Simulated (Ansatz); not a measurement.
Zr2HC:
```
CELL_PARAMETERS angstrom
      3.35254     0.00000     0.00000
     -1.67627     2.90338     0.00000
      0.00000     0.00000     5.45856
ATOMIC_POSITIONS crystal
  Zr 0.00000 0.00000 0.76567
  Zr 0.33333 0.66667 0.23456
  H  0.00000 0.00000 0.38814
  C  0.66667 0.33333 0.99563
```

This is the r²SCAN-relaxed structure.

**Question.** All from the program Ansatz at the r²SCAN level (PAW), unless another level is named. Predict the electronic character.

**Answer.** metallic (no gap).

**Question.** Predict the formation energy from the elements (no fitted shifts).

**Answer.** -0.82 eV/atom.

**Question.** Next, the density of states at the Fermi level?

**Answer.** 0.66 states/eV per atom (mean over ±0.08 eV).

Space group P3m1. The first step of the workflow began from a Materials Project structure, measured or hypothetical; the Crystallography Open Database copy checked does not list it. Whether it is the stable phase at ambient conditions was not checked. The r²SCAN relaxation kept the symmetry of its start; its stability against distortions is not shown here. No spin polarisation was allowed. The references are the lowest solids computed at this level, not always the standard phases (solids in place of the gases). Scalar-relativistic: spin–orbit coupling is off unless named, which matters more the heavier the elements.

Potentials: the later of the program's two PAW sets.
